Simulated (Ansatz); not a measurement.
The cell below belongs to a search over invented structures; it isn't taken from experiment.

Input and command of a plane-wave DFT calculation in Ansatz:

```yaml
crystal:
  lattice:
    - [1.9790455283, -3.3978425712, 0.0406605708]
    - [-5.8299517101, -3.3359593549, 0.0057289054]
    - [-0.0428014831, 0.0903453711, -9.5679503023]
  atoms:
    - { symbol: Zn, position: [-0.0075278971, -0.0056307127, 0.9921361737] }
    - { symbol: Zn, position: [0.4916885118, 0.5013855678, 0.9847919753] }
    - { symbol: Zn, position: [-0.008297869, 0.6673027059, 0.6640508493] }
    - { symbol: Zn, position: [0.5080079034, 0.1588187312, 0.6632259683] }
    - { symbol: Zn, position: [0.5133760825, 0.8357264166, 0.3491526891] }
    - { symbol: Zn, position: [-1.25639e-05, 0.3300062959, 0.3432416132] }
    - { symbol: Se, position: [0.0063046737, 0.0114991053, 0.246239283] }
    - { symbol: Se, position: [0.4772219154, 0.5050240573, 0.2422251013] }
    - { symbol: S, position: [0.0038088781, 0.6717274609, 0.9109491845] }
    - { symbol: S, position: [0.5115625481, 0.1636149894, 0.9222157765] }
    - { symbol: S, position: [0.5110769418, 0.8382548971, 0.5893443669] }
    - { symbol: S, position: [-0.0072091249, 0.3222704853, 0.592427019] }
basis:
  ecutwfc: 420
kpoints:
  mp_grid: { grid: [4, 2, 2] }
hamiltonian:
  xc: pbe
scf:
  occupations: { method: gaussian, width: 0.1 }
  lower_state_search: "off"
output:
  forces: true
  stress: true
  eigenvalues: true
relax:
  adjacent_minimum: "off"
  f_tol: 0.025
  max_steps: 60
  cell: { stress_tol: 0.25 }
```

```bash
ansatz run input.yaml --threads 1 --pin off --max-ram 2560MiB --backend cpu --events-out ev --progress --plain --runs-dir out
```

Processor: Intel(R) Xeon(R) Processor @ 2.70GHz, 1 thread, on a host shared with other jobs.

How long does it run, and how much memory does it take?

About 120 s, peak memory 0.58 GiB. It solves 77 bands at 12 k points (after reduction by symmetry) with about 4997 plane waves (on the last cell), in 41 SCF iterations over 6 ionic steps.
